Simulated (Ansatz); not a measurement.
Input and command of a plane-wave DFT calculation in Ansatz:

```yaml
crystal:
  lattice:
    - [2.8584044518, 0.0, 0.0]
    - [-1.4292022259, 2.4754508696, 0.0]
    - [0.0, 0.0, 6.532504]
  atoms:
    - { symbol: Mn, position: [0.0, 0.0, 0.0], spin: 4.0 }
    - { symbol: Pt, position: [0.3333333333, 0.6666666667, 0.683794], spin: 1.0 }
    - { symbol: Pt, position: [0.6666666667, 0.3333333333, 0.316206], spin: 1.0 }
basis:
  ecutwfc: 420
kpoints:
  mp_grid: { grid: [18, 18, 8] }
hamiltonian:
  xc: pbesol
scf:
  occupations: { method: gaussian, width: 0.1 }
  lower_state_search: "off"
output:
  forces: true
  stress: true
  eigenvalues: true
  populations: true
  write_density: true
  write_potential: true
  elf: true
  volumetric_format: npy
magnetization:
  spin_polarized: true
```

```bash
ansatz run input.yaml --threads 1 --pin off --max-ram 2560MiB --backend cpu --events-out ev --progress --plain --runs-dir out
```

Processor: Intel(R) Xeon(R) Platinum 8488C (Sapphire Rapids), 1 thread, on a host shared with other jobs.

Task: How long does it run, and how much memory does it take?

Result: About 91 s on 1 thread of Intel(R) Xeon(R) Platinum 8488C (Sapphire Rapids), with other jobs on the host, peak memory 0.84 GiB. It solves 35 bands at 266 k points (the mesh reduced by symmetry) with about 897 plane waves, in 22 SCF iterations.
